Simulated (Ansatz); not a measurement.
Sn4Te3Se in space group R3m (No. 160; Pearson symbol hR8), LDA in the plane-wave PAW code Ansatz, all energies at zero smearing, with the estimated change up to a 700 eV cutoff added, with one set of potentials and settings (totals compare only within such a set). Cell of 8 atoms (4 Sn, 3 Te, 1 Se): -49383.664 eV.

```csv
element,reference phase,E (eV/atom)
Sn,"I4_1/amd, 2 atoms in the cell",-5879.5359
Te,"P3_121, 3 atoms in the cell",-6827.2001
Se,"P3_121, 3 atoms in the cell",-5383.2604
```

Formation energy per atom, worked out: (-49383.664 − 4×(-5879.5359) − 3×(-6827.2001) − 1×(-5383.2604))/8 = -0.082 eV/atom (-8 kJ per mol of atoms), at 0 K, without zero-point energy or fitted corrections.

The first step of the workflow began from a Materials Project structure, measured or hypothetical; the Crystallography Open Database copy checked does not list it. Its standing as an ambient phase is unchecked. Symmetry was held in the LDA relaxation; whether a distortion lowers the energy is not shown. A crystal of weakly bound layers computed without a dispersion correction: the cell and the soft elastic constants depend strongly on that. The references are the lowest solids computed at this level, not always the standard phases. Scalar-relativistic: spin–orbit coupling is off unless named, which matters more the heavier the elements.

Potentials: the later of the program's two PAW sets.
